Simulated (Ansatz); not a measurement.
**Profile along the Lu–Lu line in Lu (hcp, Mg type)**

Lu (hcp, Mg type)

```cif
data_Lu2
_chemical_formula_sum 'Lu2'
_space_group_name_H-M_alt 'P 1'
_space_group_IT_number 1
_cell_length_a 3.44496
_cell_length_b 3.44496
_cell_length_c 5.34875
_cell_angle_alpha 90.000
_cell_angle_beta 90.000
_cell_angle_gamma 120.000
loop_
_space_group_symop_operation_xyz
  'x, y, z'
loop_
_atom_site_label
_atom_site_type_symbol
_atom_site_fract_x
_atom_site_fract_y
_atom_site_fract_z
_atom_site_occupancy
Lu1 Lu 0.33333 0.66667 0.75000 1
Lu2 Lu 0.66667 0.33333 0.25000 1
```

Fields along a shortest Lu–Lu line of a (0001) plane (3.44 Å), from Lu to Lu, interpolated on the slice's grid (step about 0.2 Å). Calculation: PBEsol (plane waves to 420 eV, PAW, scalar-relativistic; Ansatz, a quantum-chemistry and plane-wave program). k mesh 16×16×9. Near the nuclei the fields are pseudised (PAW); where an atom keeps semicore shells as valence, they peak there. Lu is run without spin polarisation. Lu was relaxed with its symmetry unable to fall. The PAW data are Ansatz's earlier set.

| distance from Lu (Å) | valence electron density (e/Å³) | electron localisation function |
|---|---|---|
| 0.00 | 50.80 | x |
| 0.17 | 41.52 | x |
| 0.34 | 23.56 | x |
| 0.52 | 10.26 | 0.86 |
| 0.69 | 3.82 | 0.80 |
| 0.86 | 1.34 | 0.59 |
| 1.03 | 0.49 | 0.27 |
| 1.20 | 0.23 | 0.11 |
| 1.38 | 0.15 | 0.12 |
| 1.55 | 0.13 | 0.19 |
| 1.72 | 0.12 | 0.24 |
| 1.89 | 0.13 | 0.19 |
| 2.06 | 0.15 | 0.12 |
| 2.24 | 0.23 | 0.11 |
| 2.41 | 0.49 | 0.27 |
| 2.58 | 1.34 | 0.59 |
| 2.75 | 3.82 | 0.80 |
| 2.92 | 10.26 | 0.86 |
| 3.10 | 23.56 | x |
| 3.27 | 41.52 | x |
| 3.44 | 50.80 | x |

x: too close to a nucleus for the ELF to mean much.

Density on the Lu–Lu line (3.44 Å) at its midpoint: 0.12 e/Å³. ELF at that point: 0.24.
